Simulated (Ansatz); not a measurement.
# BaLi2S2: vibrational free energy, entropy and heat capacity

All numbers below come from DFT PBE, scalar-relativistic, plane waves, PAW (Ansatz 0.2.0). Plane waves to 420 eV; Γ-centred k mesh 6×6×4; fixed occupations. No spin polarisation. Phonons by linear response, acoustic sum rule imposed.

The cell, relaxed at this level:
```
CELL_PARAMETERS angstrom
4.29875 0.00000 0.00000
-2.14938 3.72283 0.00000
0.00000 0.00000 7.13300
ATOMIC_POSITIONS crystal
Ba 0.00000 0.00000 0.00000
Li 0.66667 0.33333 0.61227
Li 0.33333 0.66667 0.38773
S 0.66667 0.33333 0.27159
S 0.33333 0.66667 0.72841
```

The structure comes from a generated guess, relaxed at this level; another structure or a mixture of phases may lie lower. Spin–orbit coupling is left out, which matters for heavy elements. The q mesh is coarse, so values between its points are rough.

Force constants from linear response on a 2×2×1 q mesh, interpolated to a fine mesh.

Phonon density of states, in bins of 10 cm⁻¹:
bin centre (cm⁻¹), share of modes (%) and a bar:
```
        5        0.0
       15        0.0
       25        0.1
       35        0.3 #
       45        0.6 ##
       55        1.5 ####
       65        6.7 ##################
       75        3.2 #########
       85        2.3 ######
       95        1.7 #####
      105        3.5 ##########
      115        0.7 ##
      125        1.1 ###
      135        1.4 ####
      145        2.1 ######
      155        6.6 ##################
      165        8.5 #######################
      175        5.2 ##############
      185        5.6 ###############
      195        4.8 #############
      205        5.2 ##############
      215        3.9 ###########
      225        1.2 ###
      235        0.3 #
      245        0.1
      255        2.2 ######
      265       11.0 ##############################
      275        0.3 #
      285        0.3 #
      295        3.8 ##########
      305        2.1 ######
      315        0.3 #
      325        0.0
      335        0.0
      345        0.0
      355        0.0
      365        3.0 ########
      375        4.2 ###########
      385        3.1 #########
      395        1.6 ####
      405        0.6 ##
      415        0.3 #
      425        0.2 #
      435        0.2
      445        0.1
      455        0.0
```

(1) What is the zero-point energy per atom?

(2) How large are the vibrational entropy and heat capacity at 300 K?

(3) Tabulate them against temperature.

Answers

(1) 37.9 meV.

(2) S = 3.59 k_B and C_V = 2.73 k_B per atom, 91 % of the Dulong–Petit value.

(3)
```
T (K)  F_vib (meV/atom)  S (k_B/atom)  C_V (k_B/atom)
  100              34.5          1.10            1.61
  200              18.6          2.54            2.46
  300              -8.1          3.59            2.73
  400             -42.6          4.40            2.84
  500             -83.4          5.04            2.90
  600            -129.2          5.57            2.93
  700            -179.2          6.02            2.95
  800            -232.8          6.42            2.96
  900            -289.7          6.77            2.97
 1000            -349.3          7.08            2.97
```
